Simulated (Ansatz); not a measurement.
input.yaml

```yaml
crystal:
  lattice:
    - [0.0, 3.0273159243, 3.0273159243]
    - [3.0273159243, 0.0, 3.0273159243]
    - [3.0273159243, 3.0273159243, 0.0]
  atoms:
    - { symbol: Li, position: [0.0, 0.0, 0.0] }
    - { symbol: Li, position: [0.25, 0.25, 0.25] }
    - { symbol: Zn, position: [0.5, 0.5, 0.5] }
    - { symbol: Zn, position: [0.75, 0.75, 0.75] }
basis:
  ecutwfc: 420
kpoints:
  mp_grid: { grid: [12, 12, 12] }
  band_path:
    path:
      - [[0.0, 0.0, 0.0], [0.5, 0.0, 0.5], [0.625, 0.25, 0.625]]
      - [[0.375, 0.375, 0.75], [0.0, 0.0, 0.0], [0.5, 0.5, 0.5], [0.5, 0.25, 0.75], [0.5, 0.0, 0.5]]
    npoints: 14
hamiltonian:
  xc: pbesol
scf:
  occupations: { method: gaussian, width: 0.1 }
  n_extra_bands: 10
output:
  forces: true
  stress: true
  eigenvalues: true
  populations: true
  dos: { projected: true, de: 0.02, nscf_kmesh: { grid: [18, 18, 18] } }
  bader: true
  write_density: true
  write_potential: true
  elf: true
  volumetric_format: npy
```

Launched with
```bash
ansatz run input.yaml --threads 1 --pin off --max-ram 2560MiB --backend cpu --events-out ev --progress --plain --runs-dir out
```

Method: DFT PBEsol, scalar-relativistic, plane waves, PAW (Ansatz 0.2.0).

Abridged output (iterations and final results):

```
SCF iter   1: F=—  HF=-6968.608173 eV  |F-HF|=—  |Δ(HF+E_count)|=         —  Δρ=2.26e-3  dr2=1.04e-3  ethr=1.77e-3  ⟨swp⟩=5.8  Hψ=7650  notcnv=0  defer=120
SCF iter   2: F=—  HF=-6968.604789 eV  |F-HF|=—  |Δ(HF+E_count)|=   3.38e-3  Δρ=1.04e-3  dr2=2.40e-4  ethr=3.47e-6  ⟨swp⟩=2.0  Hψ=3409  notcnv=0  defer=121
SCF iter   3: F=—  HF=-6968.604539 eV  |F-HF|=—  |Δ(HF+E_count)|=   2.49e-4  Δρ=2.05e-4  dr2=1.12e-5  ethr=8.01e-7  ⟨swp⟩=2.2  Hψ=2498  notcnv=0  defer=121
SCF iter   4: F=—  HF=-6968.604536 eV  |F-HF|=—  |Δ(HF+E_count)|=   3.52e-6  Δρ=5.67e-5  dr2=9.53e-7  ethr=3.74e-8  ⟨swp⟩=2.1  Hψ=2573  notcnv=0  defer=121
SCF iter   5: F=—  HF=-6968.604537 eV  |F-HF|=—  |Δ(HF+E_count)|=   1.23e-6  Δρ=2.91e-5  dr2=3.17e-7  ethr=3.18e-9  ⟨swp⟩=2.0  Hψ=2452  notcnv=0  defer=121
SCF iter   6: F=—  HF=-6968.604537 eV  |F-HF|=—  |Δ(HF+E_count)|=   1.06e-7  Δρ=3.83e-5  dr2=3.90e-7  ethr=1.06e-9  ⟨swp⟩=2.0  Hψ=2450  notcnv=0  defer=121
SCF iter   7: F=-6968.604537 eV  HF=-6968.604537 eV  |F-HF|=2.60e-9  |Δ(HF+E_count)|=   1.89e-7  Δρ=2.68e-6  dr2=4.01e-9  ethr=3.33e-10  ⟨swp⟩=9.9  Hψ=11293  notcnv=0
SCF 1 converged in 7 iterations: F = -6968.604537 eV  dr2 = 4.01e-9
SCF converged after 7 iterations
Free energy (F): -6968.604537 eV
Harris-Foulkes:  -6968.604537 eV  (|F-HF|=2.60e-9)
Internal energy: -6968.597083 eV  (E = F + TS)
E sigma→0 (E₀):  -6968.600810 eV
Entropy (-TS):   -0.007455 eV (-1.864 meV/atom)
Fermi energy:    6.895347 eV
--- Per-component energies (eV) ---
  E_band       = -134.052099
  E_kinetic    = 307.966488
  E_local      = -3822.294343  (includes V_loc(G=0)·N_el)
  E_nonlocal   = 1153.785070
  E_hartree    = 1580.723265
  E_xc         = -294.864286
  E_vxc        = -135.375232  (∫ρ·V_xc dr)
  E_paw        = -3611.448555  (= ΣΔE_a)
  E_vpaw       = -799.578960  (= ΣTr[D̂ρ^β])
  E_aug_tail   = -0.000616  (compensation charges beyond the density's cutoff)
  E_ewald      = -2284.058815
  E_core_change = 1.594710  (= ΣΔE_core)
  E_smearing   = -0.007455  (= −TS)
--- Forces (eV/Å), atoms counted from 1 ---
  atom   1  Li     0.00000000     0.00000000     0.00000000
  atom   2  Li     0.00000000     0.00000000     0.00000000
  atom   3  Zn     0.00000000     0.00000000     0.00000000
  atom   4  Zn     0.00000000     0.00000000     0.00000000
--- Stress (GPa, compression-positive) ---
       -0.001642       0.000000       0.000000
        0.000000      -0.001642       0.000000
        0.000000       0.000000      -0.001642
  P = ⅓ Tr σ = -0.0016 GPa (-0.016 kbar)
--- Band table (eV; the first three rows and the last of 72) ---
  k-point 0: bands = ["-38.3166", "-38.2483", "-0.9976", "-0.4534", "-0.4534", "-0.4534", "-0.4335", "-0.4335", "-0.0077", "-0.0077", "-0.0077", "0.2143", "0.2143", "10.4708", "10.4708", "10.4708", "10.5910", "10.5910", "10.5910", "12.4563", "13.2328", "13.2328", "13.2328", "15.2961", "16.6601"]
  k-point 1: bands = ["-38.3157", "-38.2491", "-0.9358", "-0.4792", "-0.4792", "-0.4501", "-0.4015", "-0.4015", "-0.0095", "-0.0095", "-0.0024", "0.2148", "0.2148", "8.9457", "9.8799", "9.8799", "11.3093", "11.3093", "11.4067", "12.8822", "12.8892", "12.8892", "13.6229", "15.4913", "17.1964"]
  k-point 2: bands = ["-38.3131", "-38.2516", "-0.7675", "-0.5005", "-0.5005", "-0.4404", "-0.3662", "-0.3662", "-0.0103", "-0.0103", "0.0313", "0.2151", "0.2151", "7.3582", "9.3822", "9.3822", "11.3071", "11.8273", "11.8273", "12.5927", "12.5927", "13.4866", "14.8233", "16.2599", "18.4352"]
  k-point 71: bands = ["-38.2820", "-38.2820", "-0.5515", "-0.5515", "-0.3444", "-0.3444", "-0.1703", "-0.1703", "-0.0908", "-0.0908", "0.2682", "0.2682", "2.8333", "2.8333", "5.3258", "5.3258", "11.9474", "11.9474", "13.5960", "13.5960", "18.4673", "18.4673", "18.6642", "18.6642", "20.6679"]
--- Löwdin populations: 4 sites ---
  site symbol q [e]
     0     Li      2.9391
     1     Li      2.9391
     2     Zn     11.3960
     3     Zn     11.3960
  spilling = 0.044329 (of n_electrons = 30.000000)
--- Bader charges: 4 sites ---
  site symbol charge [e]  shift [e]
     0     Li      0.8160     0.0004
     1     Li      0.8160     0.0004
     2     Zn     -0.8160     0.0004
     3     Zn     -0.8160     0.0004
  estimated error of the sums over rays = 2.5e-4 e
```

The run converged.

Time: 51 s on 1 thread of Arm Neoverse V1, on a shared host, peak memory 0.41 GiB.